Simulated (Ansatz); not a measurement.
**Where the states of TaN lie**

```cif
data_structure
_symmetry_space_group_name_H-M 'P 1'
_symmetry_Int_Tables_number 1
_cell_length_a 2.9380
_cell_length_b 2.9380
_cell_length_c 2.8830
_cell_angle_alpha 90.000
_cell_angle_beta 90.000
_cell_angle_gamma 120.000
_cell_volume 21.55
loop_
_atom_site_label
_atom_site_type_symbol
_atom_site_fract_x
_atom_site_fract_y
_atom_site_fract_z
_atom_site_occupancy
Ta1 Ta 0.33333 0.66667 0.50000 1
N1 N 0.00000 0.00000 0.00000 1
```

The runs use the primitive cell with vectors (2.938, 0.000, 0.000), (-1.469, 2.544, 0.000), (0.000, 0.000, 2.883) Å, to which the k mesh refers.

The cell comes from COD entry 1538016, which wasn't checked; take it as a given geometry.

No spin–orbit coupling, which matters for the heavy atoms here.

All numbers below come from DFT, LDA, all-electron LAPW, scalar-relativistic in Ansatz 0.2.0.

Settings: a Γ-centred 12×12×10 k mesh, Fermi–Dirac smearing of 0.02 eV, basis error target 0.25 meV/atom, no spin polarisation.

**Question.** Which of the resolved shells contributes most within 0.3 eV of the Fermi level?

**Answer.** Ta 5d, with 97 % of all states there; N 2p follows with 2 %.

**Question.** Where is the centre of the filled Ta 5d states between -14 eV and the top of the filled states?

**Answer.** -3.92 eV from the Fermi level.

**Question.** Tabulate the density of states.

**Answer.** States per eV and cell, averaged over 0.6 eV, from -5.8 to 3.0 eV, with energies (bin centres) from the Fermi level; empty bins are left out. The partial columns, the largest 5 alone, are projections on Löwdin-orthogonalised atomic shells (those that the program's projection atoms carry: the occupied ones and, for some elements, an empty d or f shell; other empty shells have no column), summed over atoms of an element. Weights on diffuse s and p shells depend on that basis and aren't pure angular character.
| E (eV) | total | Ta 5d | N 2p | N 2s | Ta 6s | Ta 5p |
| --- | --- | --- | --- | --- | --- | --- |
| -5.6 | 1.45 | 0.44 | 0.94 | 0.01 | 0.03 | 0.02 |
| -5.0 | 1.76 | 0.49 | 1.19 | 0.01 | 0.03 | 0.02 |
| -4.4 | 1.91 | 0.48 | 1.36 | 0.01 | 0.01 | 0.02 |
| -3.8 | 0.54 | 0.15 | 0.37 | 0.00 | 0.00 | 0.01 |
| -3.2 | 0.16 | 0.10 | 0.05 | 0.00 | 0.00 | 0.00 |
| -2.6 | 0.45 | 0.34 | 0.08 | 0.00 | 0.01 | 0.00 |
| -2.0 | 0.66 | 0.54 | 0.08 | 0.01 | 0.02 | 0.00 |
| -1.4 | 1.25 | 1.02 | 0.12 | 0.01 | 0.07 | 0.01 |
| -0.8 | 0.78 | 0.62 | 0.09 | 0.01 | 0.03 | 0.01 |
| -0.2 | 0.05 | 0.05 | 0.00 | 0.00 | 0.00 | 0.00 |
| 0.4 | 0.11 | 0.11 | 0.00 | 0.00 | 0.00 | 0.00 |
| 1.0 | 0.34 | 0.30 | 0.02 | 0.00 | 0.00 | 0.00 |
| 1.6 | 0.91 | 0.72 | 0.13 | 0.02 | 0.01 | 0.00 |
| 2.2 | 1.17 | 0.88 | 0.20 | 0.04 | 0.02 | 0.00 |
| 2.8 | 1.58 | 1.22 | 0.20 | 0.09 | 0.03 | 0.00 |
